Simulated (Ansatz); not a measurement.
What moves the field gradients of SiO2?

Cell of run 1: a structure deposited in the COD (listed for 1.1 GPa), atoms as given.

```
Si O
1.0
     4.87570    0.00000    0.00000
     0.00000    4.87570    0.00000
     0.00000    0.00000    6.71630
Si O
4 8
Direct
  0.31250 0.31250 0.00000
  0.18750 0.81250 0.25000
  0.68750 0.68750 0.50000
  0.81250 0.18750 0.75000
  0.23560 0.12690 0.19040
  0.37310 0.73560 0.44040
  0.76440 0.87310 0.69040
  0.62690 0.26440 0.94040
  0.73560 0.37310 0.55960
  0.87310 0.76440 0.30960
  0.26440 0.62690 0.05960
  0.12690 0.23560 0.80960
```

Atoms are numbered from 1 in the order listed; like atoms form one site, named after its first atom.

Relaxed positions (PBE, cell held):

```
CELL_PARAMETERS angstrom
4.87570 0.00000 0.00000
0.00000 4.87570 0.00000
0.00000 0.00000 6.71630
ATOMIC_POSITIONS crystal
Si 0.31537 0.31537 0.00000
Si 0.18463 0.81537 0.25000
Si 0.68463 0.68463 0.50000
Si 0.81537 0.18463 0.75000
O 0.23212 0.13648 0.19522
O 0.36352 0.73212 0.44522
O 0.76788 0.86352 0.69522
O 0.63648 0.26788 0.94522
O 0.73212 0.36352 0.55478
O 0.86352 0.76788 0.30478
O 0.26788 0.63648 0.05478
O 0.13648 0.23212 0.80478
```

All runs are DFT with Ansatz 0.2.0 (plane waves and PAW, scalar-relativistic unless spin–orbit coupling is named, Γ-centred meshes, Fermi–Dirac smearing where given) in this cell.

Run 1: PBE, atoms as given; 420 eV, 5×5×4 k-points, smearing 0.02 eV.
Run 2: PBE, atoms relaxed; 420 eV, 5×5×4 k-points, smearing 0.02 eV.
Run 3: r2SCAN, at the relaxed atoms; 500 eV, 5×5×4 k-points, smearing 0.02 eV.

```csv
run,Si V_zz (η),O V_zz (η)
1,-0.72 (0.72),8.75 (0.21)
2,?,?
3,-0.47 (0.74),8.90 (0.26)
```

V_zz in 10²¹ V/m².

Q: Estimate the row of run 2.

A: Si: -0.48 (0.80); O: 9.02 (0.27). It lies nearest to run 3, from whose tensors on these sites it differs by 0.13 at most (largest principal value of the difference, on O). Taken one at a time, the positions of the atoms (as given or relaxed) move the tensors on these sites by up to 0.44 (largest principal value of the change, on O), the functional (r2SCAN with its higher cutoff) by 0.13 (O).

In runs 1, 3 the atoms aren't at the calculated equilibrium (largest force 0.50, 0.34 eV/Å). The cell isn't the equilibrium one in run 1 (calculated pressure 9 GPa), and the entry's cell may itself be off.
